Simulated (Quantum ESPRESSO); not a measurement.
Si3O4FN, one run as intended and one with a planted mistake

Computed values, not a measurement. The program is pw.x of Quantum ESPRESSO 7.5 (plane-wave density functional theory). The cell is made up: 9 atoms on a quartz lattice, with randomly drawn elements, strain and displacements, not relaxed. PseudoDojo standard norm-conserving files (v0.5 for PBE, v0.4.1 for LDA and PBEsol) set the functional; there is no spin polarisation, spin-orbit coupling or dispersion term, and the masses in the input are unused placeholders.

Intended input:

```
&control calculation='scf', pseudo_dir='./dojo.nc.sr.pbe.v0_5.standard.upf', outdir='./o', disk_io='medium', tprnfor=.true., tstress=.true. /
&system ibrav=0, nat=9, ntyp=4, nbnd=30, ecutwfc=84.00895049, nosym=.true., tot_charge=0,
 occupations='smearing', smearing='fd', degauss=0.0018374661
/
&electrons conv_thr=7.350e-09, electron_maxstep=60, /
ATOMIC_SPECIES
F 1.0 F.upf
N 1.0 N.upf
O 1.0 O.upf
Si 1.0 Si.upf
CELL_PARAMETERS angstrom
4.8846 -0.0262 -0.0589
-2.465 4.2943 0.0494
-0.0646 0.0253 5.3638
ATOMIC_POSITIONS angstrom
Si 2.3216 -0.003 3.4573
Si -1.2404 2.0892 1.7722
Si 1.3238 2.2033 -0.0038
O 1.3211 1.1585 4.21
O 3.2948 0.5866 2.4053
F 2.6748 2.491 0.5694
O 0.2275 1.7719 1.1146
O -1.1323 3.1421 2.9463
N 0.6678 3.7587 4.7346
K_POINTS automatic
5 5 4 1 1 1
```

The log is shortened where brackets say so; the opening notice, blank lines, dates and the lines on written files are dropped, and the path of the files is cut. It prints rydbergs, bohrs and kilobars, and counts compression as positive stress. Where no state is partly filled, the Fermi energy that it prints is only some level between the filled and the empty states on the mesh, and need not lie in the true gap.

Log of the intended run:

```
     Program PWSCF v.7.5
     Parallel version (MPI & OpenMP), running on       1 processor cores
     Number of MPI processes:                 1
     Threads/MPI process:                     1
     [start-up lines left out]
     bravais-lattice index     =            0
     lattice parameter (alat)  =       9.2314  a.u.
     unit-cell volume          =     756.7963 (a.u.)^3
     number of atoms/cell      =            9
     number of atomic types    =            4
     number of electrons       =        48.00
     number of Kohn-Sham states=           30
     kinetic-energy cutoff     =      84.0090  Ry
     charge density cutoff     =     336.0358  Ry
     scf convergence threshold =      7.3E-09
     mixing beta               =       0.7000
     number of iterations used =            8  plain     mixing
     Exchange-correlation= PBE
                           (   1   4   3   4   0   0   0)
     [axes and pseudopotential details left out]
   Cartesian axes
     site n.     atom                  positions (alat units)
         1        Si     tau(   1) = (   0.4752483  -0.0006141   0.7077343  )
         2        Si     tau(   2) = (  -0.2539188   0.4276743   0.3627821  )
         3        Si     tau(   3) = (   0.2709914   0.4510314  -0.0007779  )
         4        O      tau(   4) = (   0.2704387   0.2371533   0.8618174  )
         5        O      tau(   5) = (   0.6744694   0.1200813   0.4923823  )
         6        F      tau(   6) = (   0.5475509   0.5099257   0.1165603  )
         7        O      tau(   7) = (   0.0465709   0.3627207   0.2281667  )
         8        O      tau(   8) = (  -0.2317900   0.6432106   0.6031289  )
         9        N      tau(   9) = (   0.1367035   0.7694331   0.9692068  )
     number of k points=    50  Fermi-Dirac smearing, width (Ry)=  0.0018
                       cart. coord. in units 2pi/alat
        k(    1) = (   0.1023047   0.1711661   0.1142672), wk =   0.0400000
        k(    2) = (   0.1050450   0.1701195   0.3419901), wk =   0.0400000
     [further k points left out]
     Dense  grid:    78691 G-vectors     FFT dimensions: (  54,  60,  60)
     Estimated max dynamical RAM per process >     100.97 MB
     Initial potential from superposition of free atoms
     starting charge      47.9981, renormalised to      48.0000
     Starting wfcs are   36 randomized atomic wfcs
     total cpu time spent up to now is       10.9 secs
     per-process dynamical memory:    77.9 Mb
     Self-consistent Calculation
     iteration #  1     ecut=    84.01 Ry     beta= 0.70
     Davidson diagonalization with overlap
     ethr =  1.00E-02,  avg # of iterations =  3.0
     total cpu time spent up to now is       38.6 secs
     total energy              =    -226.96368956 Ry
     estimated scf accuracy    <       2.84888101 Ry
     iteration #  2     ecut=    84.01 Ry     beta= 0.70
     Davidson diagonalization with overlap
     ethr =  5.94E-03,  avg # of iterations =  3.1
     total cpu time spent up to now is       71.2 secs
     total energy              =    -227.46023474 Ry
     estimated scf accuracy    <       2.96940600 Ry
     [iterations 3 to 10 left out]
     iteration # 11     ecut=    84.01 Ry     beta= 0.70
     Davidson diagonalization with overlap
     ethr =  6.18E-10,  avg # of iterations =  2.1
     total cpu time spent up to now is      300.6 secs
     total energy              =    -228.15771890 Ry
     estimated scf accuracy    <       0.00000001 Ry
     iteration # 12     ecut=    84.01 Ry     beta= 0.70
     Davidson diagonalization with overlap
     ethr =  2.89E-11,  avg # of iterations =  3.6
     total cpu time spent up to now is      331.3 secs
     End of self-consistent calculation
     [lines on levels left out]
     the Fermi energy is     7.3259 ev
!    total energy              =    -228.15771890 Ry
     estimated scf accuracy    <          1.2E-09 Ry
     smearing contrib. (-TS)   =      -0.00000000 Ry
     internal energy E=F+TS    =    -228.15771890 Ry
     The total energy is F=E-TS. E is the sum of the following terms:
     one-electron contribution =    -105.82730526 Ry
     hartree contribution      =      78.63575142 Ry
     xc contribution           =     -61.14348276 Ry
     ewald contribution        =    -139.82268230 Ry
     convergence has been achieved in  12 iterations
     Forces acting on atoms (cartesian axes, Ry/au):
     atom    1 type  4   force =    -0.08484144    0.01948425    0.15211159
     atom    2 type  4   force =     0.24023080   -0.16402955    0.18659292
     atom    3 type  4   force =    -0.44415416    0.13476044   -0.26902532
     atom    4 type  3   force =     0.02563644   -0.04643755   -0.06400613
     atom    5 type  3   force =     0.03167480    0.13567354   -0.17039922
     atom    6 type  1   force =     0.17379427    0.08717121    0.02389040
     atom    7 type  3   force =    -0.00680196   -0.01417106    0.04049351
     atom    8 type  3   force =    -0.07254844   -0.00237990   -0.06861189
     atom    9 type  2   force =     0.13700967   -0.15007139    0.16895414
     Total force =     0.783192     Total SCF correction =     0.000069
     Computing stress (Cartesian axis) and pressure
          total   stress  (Ry/bohr**3)                   (kbar)     P=      149.87
   0.00160214   0.00040602   0.00090455          235.68       59.73      133.06
   0.00040602   0.00009116  -0.00012438           59.73       13.41      -18.30
   0.00090455  -0.00012438   0.00136314          133.06      -18.30      200.52
     init_run     :     10.58s CPU     10.81s WALL (       1 calls)
     electrons    :    300.13s CPU    320.39s WALL (       1 calls)
     forces       :      5.43s CPU      5.52s WALL (       1 calls)
     stress       :     21.20s CPU     21.33s WALL (       1 calls)
     [timing details left out]
     PWSCF        :   5m37.65s CPU   5m58.72s WALL
     JOB DONE.
```

A second run has one planted mistake: the plane-wave cutoff is too low. The input lines that differ, file-writing options aside:

```
- &system ibrav=0, nat=9, ntyp=4, nbnd=30, ecutwfc=84.00895049, nosym=.true., tot_charge=0,
+ &system ibrav=0, nat=9, ntyp=4, nbnd=30, ecutwfc=50.19957409, nosym=.true., tot_charge=0,
```

Its log:

```
     Program PWSCF v.7.5
     Parallel version (MPI & OpenMP), running on       1 processor cores
     Number of MPI processes:                 1
     Threads/MPI process:                     1
     [start-up lines left out]
     bravais-lattice index     =            0
     lattice parameter (alat)  =       9.2314  a.u.
     unit-cell volume          =     756.7963 (a.u.)^3
     number of atoms/cell      =            9
     number of atomic types    =            4
     number of electrons       =        48.00
     number of Kohn-Sham states=           30
     kinetic-energy cutoff     =      50.1996  Ry
     charge density cutoff     =     200.7983  Ry
     scf convergence threshold =      7.3E-09
     mixing beta               =       0.7000
     number of iterations used =            8  plain     mixing
     Exchange-correlation= PBE
                           (   1   4   3   4   0   0   0)
     [axes and pseudopotential details left out]
   Cartesian axes
     site n.     atom                  positions (alat units)
         1        Si     tau(   1) = (   0.4752483  -0.0006141   0.7077343  )
         2        Si     tau(   2) = (  -0.2539188   0.4276743   0.3627821  )
         3        Si     tau(   3) = (   0.2709914   0.4510314  -0.0007779  )
         4        O      tau(   4) = (   0.2704387   0.2371533   0.8618174  )
         5        O      tau(   5) = (   0.6744694   0.1200813   0.4923823  )
         6        F      tau(   6) = (   0.5475509   0.5099257   0.1165603  )
         7        O      tau(   7) = (   0.0465709   0.3627207   0.2281667  )
         8        O      tau(   8) = (  -0.2317900   0.6432106   0.6031289  )
         9        N      tau(   9) = (   0.1367035   0.7694331   0.9692068  )
     number of k points=    50  Fermi-Dirac smearing, width (Ry)=  0.0018
                       cart. coord. in units 2pi/alat
        k(    1) = (   0.1023047   0.1711661   0.1142672), wk =   0.0400000
        k(    2) = (   0.1050450   0.1701195   0.3419901), wk =   0.0400000
     [further k points left out]
     Dense  grid:    36313 G-vectors     FFT dimensions: (  45,  45,  45)
     Estimated max dynamical RAM per process >      48.67 MB
     Check: negative core charge=   -0.000110
     Initial potential from superposition of free atoms
     starting charge      47.9981, renormalised to      48.0000
     Starting wfcs are   36 randomized atomic wfcs
     total cpu time spent up to now is        5.9 secs
     per-process dynamical memory:    40.7 Mb
     Self-consistent Calculation
     iteration #  1     ecut=    50.20 Ry     beta= 0.70
     Davidson diagonalization with overlap
     ethr =  1.00E-02,  avg # of iterations =  3.0
     total cpu time spent up to now is       23.6 secs
     total energy              =    -226.78347009 Ry
     estimated scf accuracy    <       2.65778328 Ry
     iteration #  2     ecut=    50.20 Ry     beta= 0.70
     Davidson diagonalization with overlap
     ethr =  5.54E-03,  avg # of iterations =  3.2
     total cpu time spent up to now is       38.7 secs
     total energy              =    -227.20813024 Ry
     estimated scf accuracy    <       2.79964896 Ry
     [iterations 3 to 10 left out]
     iteration # 11     ecut=    50.20 Ry     beta= 0.70
     Davidson diagonalization with overlap
     ethr =  4.04E-10,  avg # of iterations =  2.1
     total cpu time spent up to now is      164.5 secs
     total energy              =    -227.88147919 Ry
     estimated scf accuracy    <       0.00000001 Ry
     iteration # 12     ecut=    50.20 Ry     beta= 0.70
     Davidson diagonalization with overlap
     ethr =  2.23E-11,  avg # of iterations =  3.8
     total cpu time spent up to now is      178.8 secs
     End of self-consistent calculation
     [lines on levels left out]
     the Fermi energy is     7.3089 ev
!    total energy              =    -227.88147919 Ry
     estimated scf accuracy    <          7.2E-10 Ry
     smearing contrib. (-TS)   =      -0.00000000 Ry
     internal energy E=F+TS    =    -227.88147919 Ry
     The total energy is F=E-TS. E is the sum of the following terms:
     one-electron contribution =    -105.25732360 Ry
     hartree contribution      =      78.24162672 Ry
     xc contribution           =     -61.04309989 Ry
     ewald contribution        =    -139.82268242 Ry
     convergence has been achieved in  12 iterations
     Forces acting on atoms (cartesian axes, Ry/au):
     atom    1 type  4   force =    -0.08486627    0.01994279    0.15227864
     atom    2 type  4   force =     0.23957272   -0.16377034    0.18672755
     atom    3 type  4   force =    -0.44423016    0.13502627   -0.26871664
     atom    4 type  3   force =     0.02443774   -0.04694442   -0.06634800
     atom    5 type  3   force =     0.03012344    0.13560500   -0.17076172
     atom    6 type  1   force =     0.17496413    0.08804560    0.02558889
     atom    7 type  3   force =    -0.00608909   -0.01366546    0.03964247
     atom    8 type  3   force =    -0.07192293   -0.00203268   -0.06903613
     atom    9 type  2   force =     0.13801042   -0.15220676    0.17062493
     Total force =     0.784472     Total SCF correction =     0.000051
     Computing stress (Cartesian axis) and pressure
          total   stress  (Ry/bohr**3)                   (kbar)     P=     -118.02
  -0.00019554   0.00041259   0.00091805          -28.77       60.69      135.05
   0.00041259  -0.00174851  -0.00011844           60.69     -257.21      -17.42
   0.00091805  -0.00011844  -0.00046271          135.05      -17.42      -68.07
     init_run     :      5.49s CPU      5.82s WALL (       1 calls)
     electrons    :    163.32s CPU    172.84s WALL (       1 calls)
     forces       :      2.37s CPU      2.43s WALL (       1 calls)
     stress       :     12.17s CPU     12.25s WALL (       1 calls)
     [timing details left out]
     PWSCF        :   3m 3.58s CPU   3m13.71s WALL
     JOB DONE.
```

|  | intended run | run with the mistake |
| --- | --- | --- |
| free energy (eV) | -3104.244 | -3100.485 |
| smearing term -TS (eV) | 0.0000 | 0.0000 |
| pressure (GPa) | 14.99 | -11.80 |
| largest force component (eV/Å) | 11.420 | 11.422 |
| largest change of a force component (eV/Å) |  | 0.060 |
| iterations | 12 | 12 |

For scale, a rerun of the intended cell at 1437 eV and a 7 x 7 x 6 mesh moved values by no more than 0.003 eV in energy, 0.02 GPa in stress and 0.002 eV/Å in force.